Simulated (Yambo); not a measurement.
A BSE run in Yambo for CsHF$_{2}$ (space group I4/mcm, No. 140) (PBEsol bands; 4×4×4 mesh, 14 valence and 9 conduction bands, static screening with 78 bands and a 3 Ry block, scissor 3.51 eV, Tamm-Dancoff; field along x) gives:

| state | energy (eV) | states within 2 meV | relative strength | class |
|---|---|---|---|---|
| 1 | 8.71 | 2 | < 0.01 | dark |
| 2 | 8.71 | 1 | < 0.01 | dark |
| 3 | 8.82 | 1 | < 0.01 | dark |
| 4 | 9.07 | 2 | 1.00 | strong |
| 5 | 9.26 | 1 | < 0.01 | dark |

Axes are Cartesian, with cell vectors (Å) (-3.06, 3.06, 3.89), (3.06, -3.06, 3.89), (3.06, 3.06, -3.89).

### Question
What changes when the light is polarised along z instead?

### Answer
The energies stay; the strengths change. The first strong state is now at 9.26 eV instead of 9.07 eV.
| state | energy (eV) | states within 2 meV | relative strength | class |
|---|---|---|---|---|
| 1 | 8.71 | 2 | < 0.01 | dark |
| 2 | 8.71 | 1 | < 0.01 | dark |
| 3 | 8.82 | 1 | < 0.01 | dark |
| 4 | 9.07 | 2 | < 0.01 | dark |
| 5 | 9.26 | 1 | 1.00 | strong |
Each run's strengths are scaled to its own strongest state. These are vertical excitations (zero momentum). The scissor comes from a G0W0 run whose convergence isn't established.

Geometry of the Materials Project entry, not relaxed at this level; primitive cell a = b = c = 5.8142 Å, α = β = 116.57°, γ = 96.04°.

The structure is a Materials Project entry; no match was found in the copy of COD used, and its stability was not checked.
